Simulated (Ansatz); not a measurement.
Here is an unrelaxed guess for Lu4SiF.

```yaml
crystal:
  lattice:
    - [3.96650, 0.00000, 0.00000]
    - [0.00000, 3.96650, 0.00000]
    - [0.00000, 0.00000, 8.26840]
  atoms:
    - { symbol: Lu, position: [0.00000, 0.50000, 0.25267] }
    - { symbol: Lu, position: [0.50000, 0.00000, 0.25267] }
    - { symbol: Lu, position: [0.00000, 0.50000, 0.74733] }
    - { symbol: Lu, position: [0.50000, 0.00000, 0.74733] }
    - { symbol: Si, position: [0.00000, 0.00000, 0.00000] }
    - { symbol: F, position: [0.00000, 0.00000, 0.50000] }
```

These are results of DFT PBE, scalar-relativistic, plane waves, PAW in Ansatz, not measurements. Settings: cutoff 420 eV, Γ-centred mesh 4×4×2 on the computed 6-atom cell, Gaussian smearing of 0.10 eV; no spin polarisation.

The zero of energy is the elements' standard structures at the same level (F₂ as a molecule); no fitted shifts are applied.

**Question.** How far from equilibrium is it?

**Answer.** The pressure is 10.1 GPa (the mean over three directions, positive in compression), the largest force is 0.45 eV/Å, and the energy is 0.00 eV/atom against the elements. The shortest distance is 2.80 Å.

**Question.** Is it a good guess?

**Answer.** A rough one: relaxing gains about 0.48 eV/atom (the start's value is from the coarse mesh, so the gain is rough) in 18 ionic steps and ends at −0.48 eV/atom on the finer mesh. The symmetry stays P4/mmm (No. 123). The volume per atom grows by 12.2 %, from 21.7 to 24.3 Å³. The shortest distance goes from 2.80 Å (Lu–Lu) to 2.86 Å (Lu–Si). The ratio c/a of the conventional cell changes by a factor of 0.72. Conventional cell: a = 4.602 Å, c = 6.888 Å. Around Lu lie 2 Si at 2.86 Å, 2 F at 2.89 Å and 6 Lu at 3.25–3.48 Å; around Si lie 8 Lu at 2.86 Å and 2 F at 3.44 Å; F has 8 Lu at 2.89 Å and 2 Si at 3.44 Å.

The last run used an 8×8×6 mesh (in the run's order of axes) for its 6-atom cell and Gaussian smearing of 0.10 eV. The cell is a metal run without spin; a magnetic state may lie lower. The relaxation can't lower the symmetry of the start, and the grade says only how near the guess is to its own end. Symmetry constrained the relaxation, so the result can be a saddle point. Another cell of Lu4SiF relaxed alike, in P-3m1, lies 0.32 eV/atom lower, so this cell isn't the stable form at this level.
